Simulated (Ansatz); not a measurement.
KAlH₄:
```
KAlH4
1.0
   -2.59911     2.59911     5.94750
    2.59911    -2.59911     5.94750
    2.59911     2.59911    -5.94750
K H Al
2 8 2
Cartesian
  2.59911   0.00000   2.97375
  0.00000   0.00000   5.94750
  1.20709   3.19869   2.05320
  1.99953  -1.39202   5.02695
  1.39202  -0.59958   8.00070
  0.59958   3.99113  -0.92055
  1.39202   1.99953   6.86805
  0.59958   1.39202   3.89430
  1.20709   0.59958   0.92055
  1.99953   1.20709  -2.05320
  0.00000   2.59911   2.97375
  0.00000   0.00000   0.00000
```

x, y and z are the axes in which the lattice vectors are written.

Problem. Give the high-frequency dielectric tensor and the Born effective charge tensors of the independent atoms from DFPT, DFT-LDA in the program Ansatz with PAW potentials.

Solution. 
ε∞:
```
3.10  0.00  0.00
0.00  3.10  0.00
0.00  0.00  3.19
```
Z* of atom 1 (K), rows: field, columns: displacement, in e:
```
 1.15  -0.01   0.00
 0.01   1.15   0.00
 0.00   0.00   1.02
```
Z* of atom 3 (H), rows: field, columns: displacement, in e:
```
-0.69  -0.06   0.10
-0.06  -0.61   0.09
 0.11   0.07  -0.69
```
Z* of atom 11 (Al), rows: field, columns: displacement, in e:
```
 1.45   0.02   0.00
-0.02   1.45   0.00
 0.00   0.00   1.73
```

Space group I4_1/a. The workflow started from an entry of the Crystallography Open Database (COD), which files this formula under 2 space groups. Whether it is the stable phase at ambient conditions was not checked. The cell was relaxed with LDA under the symmetry of its start; phonons on a q-mesh show no instability.

Potentials: the later of the program's two PAW sets.
